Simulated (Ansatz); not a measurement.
Be$_{5}$Pt in space group F-43m (No. 216; Be on 4c, Be on 16e, Pt on 4a), plane-wave PAW r²SCAN (Ansatz code). The conduction-band minimum lies at X, with 3 equivalent valleys. Second derivatives d²E/dk² of the lowest band at one valley (eV·Å²), along Cartesian directions:

| direction | d²E/dk² |
|---|---|
| [100] | 6.790 |
| [010] | 0.9975 |
| [001] | 0.9975 |
| [110] | 3.900 |
| [101] | 3.900 |
| [011] | 1.011 |

**Question.** Find the principal effective masses, the density-of-states mass and the conductivity mass.

**Answer.** Off-diagonal terms follow from H_xy = H[110] − (H_xx + H_yy)/2, and m*/mₑ = 7.620 eV·Å² over each eigenvalue: 1.1, 7.5, 7.7. One valley's DOS mass (m₁m₂m₃)^(1/3) = 4.0, conductivity mass 3/(Σ 1/mᵢ) = 2.6 mₑ.

**Question.** What effective density of states Nc follows at 300 K for parabolic valleys?

**Answer.** Nc = 2.509e19 × 3 × (4.0)^(3/2) ≈ 6.0e20 cm⁻³.

The first step of the workflow began from a Materials Project structure, measured or hypothetical; the Crystallography Open Database copy checked does not list it. With Be and Pt taken as one species the cell has the higher symmetry Fd-3m, so it may be an ordered model of a mixed-site phase. Whether it is the stable phase at ambient conditions was not checked. Symmetry was held in the r²SCAN relaxation; whether a distortion lowers the energy is not shown. No spin polarisation was allowed. Spin–orbit coupling is left out wherever it is not named.

Potentials: the later of the program's two PAW sets.

Edges and masses are those of Kohn–Sham bands, whose gap is no quasiparticle gap.
